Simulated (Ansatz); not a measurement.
Relaxed ScAl3 (Cu3Au type):

```
ScAl3
1.0
    4.08581     0.00000     0.00000
    0.00000     4.08581     0.00000
    0.00000     0.00000     4.08581
Al Sc
3 1
Direct
  0.00000   0.50000   0.50000
  0.50000   0.50000   0.00000
  0.50000   0.00000   0.50000
  0.00000   0.00000   0.00000
```

All values below come from r2SCAN (plane waves to 500 eV, PAW, scalar-relativistic; Ansatz, a quantum-chemistry and plane-wave program). k mesh 9×9×9 (Γ-centred), Fermi-Dirac smearing 0.05 eV. With partly filled bands, energies and forces of such displacements shift with the k mesh and the smearing. ScAl3 is run without spin polarisation. ScAl3 was relaxed with its symmetry unable to fall.

One atom of the cell was then moved (with its periodic images), all else fixed, and the forces (eV/Å) came out as:

```
atom     Fx     Fy      Fz
----  -----  -----  ------
Al1   0.000  0.000   2.455
Al2   0.000  0.000  -0.705
Al3   0.000  0.000  -0.117
Sc4   0.000  0.000  -1.633
```

Problem. Which atom was moved, and by which vector (Å)?

Solution. Al1, by (0.00, 0.00, -0.35), 0.35 Å in all.

(A displaced cell: forces are minus the slopes of the energy, force constants its curvatures, and phonons follow from these.)
